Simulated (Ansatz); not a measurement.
SrCl2 (Fm-3m) from a database of computed structures (r2SCAN geometry), in Ansatz:

```
Sr Cl
1.0
     0.00000    3.49766    3.49766
     3.49766    0.00000    3.49766
     3.49766    3.49766    0.00000
Sr Cl
1 2
Direct
  0.00000 0.00000 0.00000
  0.75000 0.75000 0.75000
  0.25000 0.25000 0.25000
```

G0W0@PBE with 634 empty bands, a screening cutoff of 220 eV and a 4×4×4 mesh (PAW, contour deformation) gives 7.552 eV over the mesh points, from a PBE gap of 5.312 eV; it sums over 646 bands with 609 plane waves in the screening and a wave cutoff of 420 eV. No extrapolation in bands, cutoff or mesh was made for G0W0. (Simulation; spin polarisation is off.)

Question: Another run gave a Kohn-Sham gap of 5.312 eV and a G0W0 gap of 7.580 eV, summing over 646 bands with 609 plane waves in the screening and a wave cutoff of 925 eV. What was changed?

Answer: Potentials of the kind norm-conserving. The wave cutoff gives it away.

Question: Estimate the gap with empty bands 1164, screening cutoff 300 eV.

Answer: 7.602 eV (+0.050 eV), from a Kohn-Sham gap of 5.312 eV.
